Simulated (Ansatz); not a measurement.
The relaxed structure here is a generated cell of HfN: the first start was made by placing the elements on the sites of a structure type, and the end was not matched to a known phase here, so it may be hypothetical. Known forms of HfN include space group No. 225.

One starting cell of HfN (a generated trial cell of HfN in the NbAs structure type) was relaxed twice with Ansatz (plane waves, PAW, scalar-relativistic): with r2SCAN at 500 eV and with PBE at 420 eV. The r2SCAN result:

HfN is modelled in the tetragonal space group I4₁md (No. 109), Pearson symbol tI8. Lattice parameters: a = b = 2.9740 Å, c = 10.7916 Å, α = β = γ = 90.00°. Hf on 4a is coordinated by 6 N at 2.249–2.333 Å (trigonal prismatic). N on 4a sees 6 Hf at 2.249–2.333 Å (trigonal prismatic). (Neighbours: up to the widest gap in distance over summed covalent radii, below 1.35, at either atom; cation-cation and far metal-metal contacts left out.)
(The calculation used a cell of 4 atoms; values per cell refer to that cell.)

```csv
quantity,r2SCAN,PBE
space group,I4₁md,I4₁md
volume (Å³/atom),11.93,[?]
a (Å),2.974,[?]
c (Å),10.792,[?]
"gap (eV, no spin-orbit coupling)",0.00,[?]
```

Q: What does PBE give for the same quantities?

A: 
- volume (Å³/atom), PBE: 12.11
- a (Å), PBE: 2.990
- c (Å), PBE: 10.841
- gap (eV, no spin-orbit coupling), PBE: 0.00

Both levels end in the same structure; PBE's volume is 1.5 % larger. Neither column is exact.

No spin polarisation in the result. A trial with spin found a lower state than this one, so it is not the electronic ground state.

The run could not lose the symmetry of its start, so the end can be a saddle point.

Ansatz is a quantum-chemistry and plane-wave program.
